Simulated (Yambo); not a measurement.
```
CELL_PARAMETERS angstrom
      2.09559    -6.87242     0.00000
      2.09559     6.87242     0.00000
      0.00000     0.00000     5.68795
ATOMIC_POSITIONS crystal
  H  0.81128 0.18872 0.99085
  H  0.18872 0.81128 0.00915
  H  0.18872 0.81128 0.49085
  H  0.81128 0.18872 0.50915
  H  0.41602 0.58398 0.75000
  H  0.58398 0.41602 0.25000
  H  0.00000 0.00000 0.00000
  H  0.00000 0.00000 0.50000
  Mg 0.90405 0.09595 0.75000
  Mg 0.09595 0.90405 0.25000
  Ba 0.63721 0.36279 0.75000
  Ba 0.36279 0.63721 0.25000
```

BaMgH4 (space group Cmcm, No. 63): mean Im ε in 1 eV windows above the direct gap of 4.12 eV, for different electron-hole kernels (Yambo, broadening 0.15 eV, PBEsol (Quantum ESPRESSO, PseudoDojo norm-conserving, 84 Ry, scalar-relativistic) bands; 4×4×4 mesh, 8 valence and 17 conduction bands, static screening with 84 bands and a 3 Ry block, scissor 1.61 eV, Tamm-Dancoff; field along x).

```tsv
window (eV)	independent quasiparticles	RPA (no attraction)	BSE
4.1 to 5.1	0.7	0.5	9.0
5.1 to 6.1	6.3	5.1	8.7
6.1 to 7.1	7.2	6.2	4.6
7.1 to 8.1	5.7	5.4	3.3
8.1 to 9.1	4.3	4.7	2.0
```

This run doesn't resolve bound excitons or single peaks, so only averages are given, and they too depend on the mesh; weight that the attraction moves below the gap isn't listed. All transitions below 9.78 eV are in the band window. The scissor comes from a G0W0 run whose convergence isn't established.

Geometry of the Materials Project entry, not relaxed at this level.

The structure is a Materials Project entry; no match was found in the copy of COD used, and its stability was not checked.
